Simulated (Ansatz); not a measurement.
An Ansatz input:

```yaml
crystal:
  lattice:
    - [2.7441189781, 0.0, 0.0]
    - [0.0, 2.7441189781, 0.0]
    - [0.0, 0.0, 2.7441189781]
  atoms:
    - { symbol: Nb, position: [0.0, 0.0, 0.0], spin: 1.0 }
hamiltonian:
  xc: r2scan
  pseudopotentials:
    kind: paw
    azcp:
      Nb: "pseudopotentials/Nb.paw.azcp"
basis:
  ecutwfc: 500
  fft_grid_basis: typed
kpoints:
  mp_grid: { grid: [19, 19, 19], shift: [0, 0, 0] }
magnetization:
  spin_polarized: true
scf:
  occupations: { method: fermi_dirac, width: 0.05 }
output:
  stress: true
```

Terminal output

```
Engine: ansatz 0.2.0, x86_64-unknown-linux-gnu
Pseudopotentials: kind: paw
Pseudopotential: Nb, paw, valence charge 13, recommended cutoff 500 eV (meta_gga) 
Functional definition: r2SCAN
  parameter k0 = 0.174
  parameter k1 = 0.065
  parameter a1 = 4.9479
  exchange = r2scan_x(k0 = k0, k1 = k1, a1 = a1)
  correlation = r2scan_c
Crystal: 1 atoms, lattice volume = 20.664 Å³
Basis set: ecut = 500 eV, 515 PW (Γ), exchange–correlation on 96×96×96 points (64 copies of the dense FFT grid, shifted against one another)
Bands: 11, of which v1, the nominal top of the filled ones, is band 7 counted from 1 (6 counted from 0)
Symmetry: 48 space group operations
Space group: Pm-3m (ITA 221), of the structure as read, at distance tolerance 2.7e-5 Å
Magnetic group: BNS 221.92 (UNI 1594), of the structure as read, at distance tolerance 2.7e-5 Å
k-points: 220 of 6859
Non-local potential: Nb, projectors of the file, l = 0: 3, l = 1: 2, l = 2: 2, l = 3: 1
PAW form: soft (Blöchl's): semilocal exchange-correlation on the pseudo side does not see the compensation charge
PAW frozen core: Nb, regenerated for the run's functional (the file was generated under x = pbe(κ = 0.804, μ = 0.2195149727645171), c = pbe(β = 0.06672455060314922))
PAW one-centre angular grid: Nb, 590 points (default); XC on 160 Gauss nodes
Initial density: superposition of atomic densities (chi_scale 0.1, normalization cell)
Starting moments: Σ|m| = 1 μB on 1 of 1 site
Initial wavefunctions: pseudopotential atomic-orbital guess
Functional: x = r2scan, c = r2scan; τ floored in thin density (d = 2e-4 eV/Å³)
SCF iter   1: F=—  HF=-4562.643273 eV  |F-HF|=—  |Δ(HF+E_count)|=         —  Δρ=4.30e-2 (↑4.30e-2 ↓2.44e-2)  dr2=9.15e-1  dr2_τ=1.09e-2  dr2_m=4.28e-2  M=0.554 μB ∫|m|=0.554 μB  β_m=0.67  ethr=3.10e-3  ⟨swp⟩=5.4  Hψ=28764  notcnv=0
Mixer restart at iter 1: flushing history
SCF iter   2: F=—  HF=-4562.542680 eV  |F-HF|=—  |Δ(HF+E_count)|=   1.01e-1  Δρ=2.93e-2 (↑2.93e-2 ↓2.05e-2)  dr2=5.02e-1  dr2_τ=2.82e-3  dr2_m=1.15e-2  M=0.454 μB ∫|m|=0.456 μB  β_m=0.30  ethr=3.10e-3  ⟨swp⟩=2.0  Hψ=10130  notcnv=0  defer=58  κ⁻¹=1.0e0(r=1)
SCF iter   3: F=—  HF=-4562.545064 eV  |F-HF|=—  |Δ(HF+E_count)|=   2.38e-3  Δρ=1.07e-2 (↑7.52e-3 ↓1.07e-2)  dr2=3.07e-2  dr2_τ=5.39e-4  dr2_m=4.32e-3  M=0.241 μB ∫|m|=0.252 μB  β_m=0.30  ethr=3.10e-3  ⟨swp⟩=2.6  Hψ=9287  notcnv=0  defer=58  κ⁻¹=3.6e-2(r=2)
SCF iter   4: F=—  HF=-4562.598004 eV  |F-HF|=—  |Δ(HF+E_count)|=         —  Δρ=5.30e-3 (↑4.47e-3 ↓5.30e-3)  dr2=6.21e-3  dr2_τ=6.42e-4  dr2_m=1.08e-3  M=0.067 μB ∫|m|=0.086 μB  β_m=0.78  ethr=2.36e-4  ⟨swp⟩=2.4  Hψ=9575  notcnv=0  defer=67
...
SCF iter  15: F=—  HF=-4562.601747 eV  |F-HF|=—  |Δ(HF+E_count)|=  3.17e-10  Δρ=5.66e-7 (↑5.66e-7 ↓4.88e-7)  dr2=6.29e-11  dr2_τ=3.51e-12  dr2_m=2.25e-11  M=0.000 μB ∫|m|=0.000 μB  β_m=0.30  ethr=1.62e-12  ⟨swp⟩=2.9  Hψ=8466  notcnv=0  defer=55  κ⁻¹=4.7e-8(r=8)
SCF iter  16: F=—  HF=-4562.601747 eV  |F-HF|=—  |Δ(HF+E_count)|=  4.80e-10  Δρ=4.30e-7 (↑4.30e-7 ↓3.08e-7)  dr2=1.96e-11  dr2_τ=1.09e-12  dr2_m=2.13e-11  M=0.000 μB ∫|m|=0.000 μB  β_m=0.30  ethr=1.00e-12  ⟨swp⟩=1.0  Hψ=14372  notcnv=0  κ⁻¹=6.8e-7(r=8)
SCF iter  17: F=-4562.601747 eV  HF=-4562.601747 eV  |F-HF|=5.82e-11  |Δ(HF+E_count)|=  1.35e-10  Δρ=2.08e-7 (↑2.08e-7 ↓1.98e-7)  dr2=5.98e-13  dr2_τ=3.82e-13  dr2_m=7.57e-12  M=0.000 μB ∫|m|=0.000 μB  ethr=1.00e-12  ⟨swp⟩=2.0  Hψ=9482  notcnv=0
SCF 1 converged in 17 iterations: F = -4562.601747 eV  dr2 = 5.98e-13
WARN: the starting moments were not kept: the SCF closed with an absolute magnetisation of 1.0e-5 μB, where they sum to 1 μB in size (1 site). That is at most 0.1 of that sum. Measured as dr2_m measures the in/out step, that magnetisation stands 2.2e-11 eV from none, at or under the dr2_threshold of 1.0e-7 eV: it is no larger than a step whose dr2_m would equal this threshold. The system may hold no moment; this SCF shows only that its start led to no more than that. To try another start: raise the starting moments (crystal.atoms[].spin, magnetization.per_species, magnetization.initial_magnetization, or on a non-collinear deck that types none of these the spinor_matrix: blocks that start its atoms; where the total moment is fixed, keep their sum and leave initial_magnetization as it is; typed ones take the place of any that the run laid by itself, positive ones on a crystal's lanthanoids without a Hubbard term where scf.initial_density.shell_occupations: [] is typed) or, if the notice of its spin-set hold's release reads "site moments contracting" or "site moments show no strong build", lengthen the hold (scf.mixing.spin_hold: { on: { confirm: 4 } }; for m-r²SCAN on two components see the key's manual first). Each may lead to a state that holds a moment. A second SCF, from the converged charge density, with the starting moments and any scf.initial_density.shell_occupations laid on it anew, would have followed, and was not run: the deck does not ask for one (magnetization.retry_lost_moments is false, the default). To let it run, set magnetization.retry_lost_moments: true and run the deck again, where that key's refused combinations let it; where memory then withholds it, that run's warning says so.
this state was not tested for a lower state beside it, because the mixer in use, unlike msr1, does not test its closes by its own steps (another_mixer; see scf.mixing.algorithm and scf.lower_state_search)
SCF converged after 17 iterations
Magnetization: 0.0000 μB (6.5000 up, 6.5000 down)
Absolute magnetization: 0.0000 μB (∫|ρ↑−ρ↓|, with the PAW one-centre terms)
Spin contamination: 0.0000 ħ² per cell (⟨S²⟩ above its minimum at these occupations)
Per-site moments (μB) at R_I (Å): [(6.7502065696579e-6, 1.13194907846625)]
Free energy (F): -4562.601747 eV
Harris-Foulkes:  -4562.601747 eV  (|F-HF|=5.82e-11)
Internal energy: -4562.589207 eV  (E = F + TS)
E sigma→0 (E₀):  -4562.595477 eV
Entropy (-TS):   -0.012540 eV (-12.540 meV/atom)
Fermi energy:    15.183185 eV
--- Per-component energies (eV) ---
  E_band       = -113.872034
  E_kinetic    = 392.914414
  E_local      = -819.574251  (includes V_loc(G=0)·N_el)
  E_nonlocal   = 121.205832
  E_hartree    = 260.385903
  E_xc         = -168.529935
  E_vxc        = -235.210646  (∫ρ·V_xc dr)
  E_paw        = -3090.712412  (= ΣΔE_a)
  E_vpaw       = -108.909035  (= ΣTr[D̂ρ^β])
  E_aug_tail   = 0.000004  (compensation charges beyond the density's cutoff)
  E_vtau       = 14.929821  (kinetic-family band-sum trace: ∫τ·v_τ [+ j·A + Jᵃ·Aᵃ] dr)
  E_ewald      = -1258.086331
  E_core_change = -0.192431  (= ΣΔE_core)
  E_smearing   = -0.012540  (= −TS)
  E_closure    = -0.000000  (closes the sum)
  Σ components = -4562.601747   (vs F -4562.601747, Δ=0.00e0)
--- Stress (GPa, compression-positive) ---
       -4.865687       0.000000       0.000000
        0.000000      -4.865687       0.000000
        0.000000       0.000000      -4.865687
  P = ⅓ Tr σ = -4.8657 GPa (-48.657 kbar)
```
